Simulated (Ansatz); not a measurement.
Data:

Ag:
```yaml
crystal:
  lattice:
    - [0.00000, 2.03633, 2.03633]
    - [2.03633, 0.00000, 2.03633]
    - [2.03633, 2.03633, 0.00000]
  atoms:
    - { symbol: Ag, position: [0.00000, 0.00000, 0.00000] }
```

This is the PBE+D3(BJ)-relaxed structure.

Question: All from the program Ansatz at the PBE+D3(BJ) level (PAW), unless another level is named. Estimate the bulk modulus (Birch–Murnaghan fit).

Answer: 110 GPa.

Question: Next, the elastic constants (relaxed ions, GPa)?

Answer: C11 = 135, C12 = 99.4, C44 = 51.3.

Space group Fm-3m (fcc (Cu type)). Symmetry was held in the PBE+D3(BJ) relaxation. No spin polarisation was allowed. The pairwise dispersion correction was not fitted to metals. As this level gives no gap, shear constants depend on the k-mesh and smearing (Fermi–Dirac, 0.1 eV here).

Potentials: the later of the program's two PAW sets.
